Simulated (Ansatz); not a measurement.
Be:
```xyz
2
Lattice="0.0000 2.4654 2.4654 2.4654 0.0000 2.4654 2.4654 2.4654 0.0000" Properties=species:S:1:pos:R:3 pbc="T T T"
Be     1.2327     1.2327     1.2327
Be     0.0000     0.0000     0.0000
```

Relaxed with r²SCAN.

Question: Decompose the optical modes at the zone centre into irreducible representations, and say which are infrared and Raman allowed.

Answer: Point group m-3m: Γ_opt = T2g. Infrared: none. Raman: T2g.

Question: Assign frequencies (DFPT, r²SCAN (plane waves, PAW; program Ansatz)).

Answer: T2g 502 cm⁻¹.

Space group Fd-3m (diamond). The cell is a constructed one: a structure type filled with these elements; neither database checked (COD, Materials Project) lists it. It is not the phase usual at ambient conditions (space group No. 194). Symmetry was held in the r²SCAN relaxation. At this level the phase is mechanically unstable. As this level gives no gap, phonon frequencies hold no LO–TO term and depend on the k-mesh and smearing (Fermi–Dirac, 0.1 eV here).

Potentials: the later of the program's two PAW sets.
